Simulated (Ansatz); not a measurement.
Ir:
```
Ir
1.0
    0.00000     2.78414     2.78414
    2.78414     0.00000     2.78414
    2.78414     2.78414     0.00000
Ir
2
Direct
  0.00000   0.00000   0.00000
  0.25000   0.25000   0.25000
```

Relaxed with PBE. Special points in fractions of this cell's reciprocal vectors: Γ (0.000, 0.000, 0.000); X (0.500, 0.000, 0.500); U (0.625, 0.250, 0.625); K (0.375, 0.375, 0.750); L (0.500, 0.500, 0.500); W (0.500, 0.250, 0.750).

**Question.** List the band energies nearest the Fermi level at these points for PBE in the plane-wave PAW code Ansatz.

**Answer.** In eV from the Fermi level; about four levels below and three above (degenerate sets whole), none deeper than 8.9 eV; points with the same levels are listed once.

```
k                                below                above
-  -----------------------------------  -------------------
Γ  -4.65 -4.65 -4.65 -1.73 -1.73 -1.73      0.78 0.78 10.68
X              -3.66 -3.66 -2.47 -2.47  0.58 0.58 1.95 1.95
U              -3.93 -2.85 -2.75 -2.51       0.78 1.01 1.02
L        -4.67 -4.67 -1.94 -1.01 -1.01       0.25 0.25 1.44
W              -3.18 -3.18 -2.90 -2.90  1.05 1.05 1.56 1.56
```

Space group Fd-3m (diamond). The start of the workflow was typed in or built on a structure type; neither database checked (COD, Materials Project) lists it. It is not the phase usual at ambient conditions (space group No. 225). Symmetry was held in the PBE relaxation; whether a distortion lowers the energy is not shown. No spin polarisation was allowed. Spin–orbit coupling is left out wherever it is not named.

Potentials: the later of the program's two PAW sets.
